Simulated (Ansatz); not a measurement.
Relaxed-ion elastic tensor of ScS (rock salt, space group No. 225) in GPa (Voigt order), plane-wave PAW PBEsol (Ansatz code); density 3.75 g/cm³, 17.04 Å³ per atom.

```tsv
	1	2	3	4	5	6
1	269	30.4	30.4	0.0	0.0	0.0
2	30.4	269	30.4	0.0	0.0	0.0
3	30.4	30.4	269	0.0	0.0	0.0
4	0.0	0.0	0.0	35.9	0.0	0.0
5	0.0	0.0	0.0	0.0	35.9	0.0
6	0.0	0.0	0.0	0.0	0.0	35.9
```

Problem. Is the crystal mechanically stable?

Solution. Yes: the smallest eigenvalue of C is 35.9 GPa.

Problem. Work out the Voigt, Reuss and Hill averages.

Solution. K_V = 110, K_R = 110, K_H = 110; G_V = 69.4, G_R = 49.9, G_H = 59.6 GPa.

Problem. Give Young's modulus, Poisson's ratio, Pugh's ratio and the universal anisotropy index.

Solution. E = 9KG/(3K + G) = 152 GPa; ν = 0.27; K/G = 1.85 (near the Pugh limit of 1.75, no verdict); A_U = 5G_V/G_R + K_V/K_R − 6 = 1.95.

Problem. Estimate the sound speeds and the Debye temperature.

Solution. v_l = √((K + 4G/3)/ρ) = 7110 m/s, v_t = √(G/ρ) = 3990 m/s, mean 4440 m/s; Θ = (h/k)(3n/4πV)^(1/3) v_m = 513 K.

Problem. Give the Zener ratio and Young's modulus along [100], [110] and [111].

Solution. A = 2C44/(C11 − C12) = 0.30; 1/E = S11 − 2(S11 − S12 − S44/2)Γ with Γ = 0, 1/4, 1/3 gives 263, 115, 97.2 GPa.

Problem. Solve the Christoffel equation for the three sound speeds along [100], [110], [111].

Solution. Eigenvalues of C_ijkl n_j n_l equal ρv². In km/s, slowest first: [100] 3.09, 3.09, 8.47; [110] 3.09, 5.64, 7.04; [111] 4.94, 4.94, 6.49.

Space group Fm-3m (rock salt). The workflow started from an entry of the Crystallography Open Database (COD). Whether it is the stable phase at ambient conditions was not checked. Symmetry was held in the PBEsol relaxation; whether a distortion lowers the energy is not shown. The run is not spin-polarised. With an odd number of electrons in the cell and no spin polarisation, the count alone makes it a metal. As this level gives no gap, shear constants depend on the k-mesh and smearing (Fermi–Dirac, 0.1 eV here).

Potentials: the later of the program's two PAW sets.
